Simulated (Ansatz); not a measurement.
AlPt:
```
CELL_PARAMETERS angstrom
      3.06045     0.00000     0.00000
      0.00000     3.06045     0.00000
      0.00000     0.00000     3.06045
ATOMIC_POSITIONS crystal
  Al 0.00000 0.00000 0.00000
  Pt 0.50000 0.50000 0.50000
```

Relaxed with PBEsol. Special points in fractions of this cell's reciprocal vectors: Γ (0.000, 0.000, 0.000); X (0.000, 0.500, 0.000); M (0.500, 0.500, 0.000); R (0.500, 0.500, 0.500).

Question: List the band energies nearest the Fermi level at these points for PBEsol in the plane-wave PAW code Ansatz.

Answer: In eV from the Fermi level; about four levels below and three above (degenerate sets whole), none deeper than 8.9 eV; points with the same levels are listed once.

| k | below | above |
|---|---|---|
| Γ | -5.83 -5.83 -2.71 -2.71 -2.71 | 3.90 3.90 3.90 |
| X | -4.19 -4.19 -2.50 -0.91 | 6.04 8.62 8.62 |
| M | -3.84 -3.84 -3.23 -3.23 -1.42 | 1.03 3.60 8.58 |
| R | -6.65 -6.65 -6.65 -1.34 -1.34 | 0.73 1.73 1.73 1.73 |

Space group Pm-3m (CsCl type). The first step of the workflow began from a Materials Project structure, measured or hypothetical; the Crystallography Open Database copy checked does not list it. With Al and Pt taken as one species the cell has the higher symmetry Im-3m, so it may be an ordered model of a mixed-site phase. Whether it is the stable phase at ambient conditions was not checked. The cell was relaxed with PBEsol under the symmetry of its start; phonons on a q-mesh show weakly imaginary modes. No spin polarisation was allowed. Spin–orbit coupling is left out wherever it is not named.

Potentials: the later of the program's two PAW sets.
